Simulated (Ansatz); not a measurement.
# Cold compression of BiIr (zincblende type)

```
CELL_PARAMETERS angstrom
0.00000 3.02394 3.02394
3.02394 0.00000 3.02394
3.02394 3.02394 0.00000
ATOMIC_POSITIONS crystal
Ir 0.00000 0.00000 0.00000
Bi 0.25000 0.25000 0.25000
```

The cell comes from a relaxation on PAW files under the same functional, begun from a prototype that needn't be the stable phase.

Its volume is scaled at fixed shape and fractional positions.

All numbers are PBEsol results (scalar-relativistic) from Ansatz 0.2.0, with a Γ-centred 12×12×12 k mesh, Fermi–Dirac smearing of 0.1 eV, no spin polarisation. Methods: LAPW: all electrons, basis error target 1 meV/atom; PAW: frozen-core files, cutoff 420 eV; crystal datasets: all electrons, by PAW datasets that the program makes for each cell; norm-conserving: pseudopotentials, cutoff 925 eV; PAW (cutoff 250 eV): frozen-core files, cutoff 250 eV.

Energies are extrapolated to zero smearing and count from the unscaled cell; pressure is positive in compression; gaps take the mesh and a band path. No temperature or zero-point motion is included.

Spin–orbit coupling is left out, which matters for the heavy atoms. The PAW files were made under PBE. The structure type is held throughout; the real material can change phase at far lower pressure.

```
V/V0  V (Å³/atom)  P LAPW (GPa)  ΔE LAPW (eV/atom)  P PAW − LAPW (GPa)  ΔE PAW − LAPW (meV/atom)
1.00        27.65          0.01              0.000                0.00                       0.0
0.92        25.44         10.01              0.063                0.02                       0.2
0.84        23.23          26.2              0.303                0.05                       0.7
0.76        21.02          52.6              0.832                0.12                       1.8
0.68        18.80          96.5              1.834                0.25                       4.3
0.60        16.59         171.5              3.635                0.56                       9.7
0.52        14.38             ?              6.833                1.39                      22.4
0.45        12.44         517.6             11.680                3.37                      49.2
```

Question: Give the missing entry: row "0.52", column "P LAPW (GPa)".

Answer: 305.4.

Question: Fit the Vinet equation to the LAPW pressures over the whole range, with residuals weighted by 1/(|P| + 0.03·Pmax).

Answer: V0 = 27.67 Å³/atom, B0 = 94.3 GPa and B0′ = 5.32, and the fit misses no point by more than 3.4 GPa. A fit over so wide a range pins B0 less well than one near rest.

Question: From the table, what is the rise of the enthalpy H = E + pV up to the last row, and how stiff is the crystal between the last two rows?

Answer: ΔH = 11.680 eV + (517.6 GPa × 12.44 Å³ − 0.01 GPa × 27.65 Å³) × 0.006242 eV/(GPa·Å³) = 51.87 eV/atom, of which pV makes 77 %. The mean bulk modulus there is −ΔP/Δln V = 1470 GPa.

Question: At the smallest volume, how far do crystal datasets and norm-conserving and PAW (cutoff 250 eV) lie from LAPW in pressure?

Answer: crystal datasets: 0.00 GPa; norm-conserving: -3.05 GPa; PAW (cutoff 250 eV): +8.74 GPa, on a LAPW pressure of 517.6 GPa.

Question: How do the Löwdin populations by LAPW change from the unscaled cell to the last row?

Answer: Ir 5s 1.98 → 1.88, Ir 6s 0.79 → 0.72, Ir 5p 5.98 → 5.94, Ir 5d 8.26 → 8.82, Bi 5s 1.99 → 1.96, Bi 6s 1.76 → 1.46, Bi 5d 9.99 → 9.95 electrons an atom. These are projections on the shells that the free atoms fill; 0.18 e a cell lies outside them at the start and 0.26 e at the end.
